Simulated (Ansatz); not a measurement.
LiTaO₃:
```xyz
10
Lattice="2.5698 1.4837 4.5908 -2.5698 1.4837 4.5908 0.0000 -2.9674 4.5908" Properties=species:S:1:pos:R:3 pbc="T T T"
Li     0.0000     0.0000     9.8760
Li     0.0000     0.0000     2.9898
Ta     0.0000     0.0000     0.0029
Ta     0.0000     0.0000     6.8891
O     -0.6359     1.4367     8.2249
O      1.5622    -0.1677     8.2249
O     -0.9263    -1.2690     8.2249
O     -1.6435     0.2147     5.9295
O      0.6359    -1.5306     5.9295
O      1.0076     1.3160     5.9295
```

Cartesian axes are those of the cell as given.

### Question
Give the proper piezoelectric stress tensor with relaxed ions from DFT-PBEsol in the program Ansatz with PAW potentials.

### Answer
In C/m², rows x, y, z, Voigt columns; mesh uncertainty up to 0.01.
```
 0.00   0.00   0.00   0.00  -2.79   2.07
 2.07  -2.07   0.00  -2.79   0.00   0.00
 0.12   0.12  -1.57   0.00   0.00   0.00
```

The elastic tensor of the same run (GPa):

|  | 1 | 2 | 3 | 4 | 5 | 6 |
|---|---|---|---|---|---|---|
| 1 | 231 | 51.1 | 82.4 | -9.2 | 0.0 | 0.0 |
| 2 | 51.1 | 231 | 82.4 | 9.2 | 0.0 | 0.0 |
| 3 | 82.4 | 82.4 | 271 | 0.0 | 0.0 | 0.0 |
| 4 | -9.2 | 9.2 | 0.0 | 92.4 | 0.0 | 0.0 |
| 5 | 0.0 | 0.0 | 0.0 | 0.0 | 92.4 | -9.2 |
| 6 | 0.0 | 0.0 | 0.0 | 0.0 | -9.2 | 89.7 |

### Question
Convert to strain constants d = e·S.

### Answer
In pC/N:
```
  0.0    0.0    0.0    0.0  -28.2   20.1
 10.1  -10.1    0.0  -28.2    0.0    0.0
  2.6    2.6   -7.4    0.0    0.0    0.0
```

Space group R3c. Symmetry was held in the PBEsol relaxation. The run is not spin-polarised. Signs of piezoelectric constants follow the polarity of the cell as given. Spin–orbit coupling is left out wherever it is not named.

Potentials: the later of the program's two PAW sets.
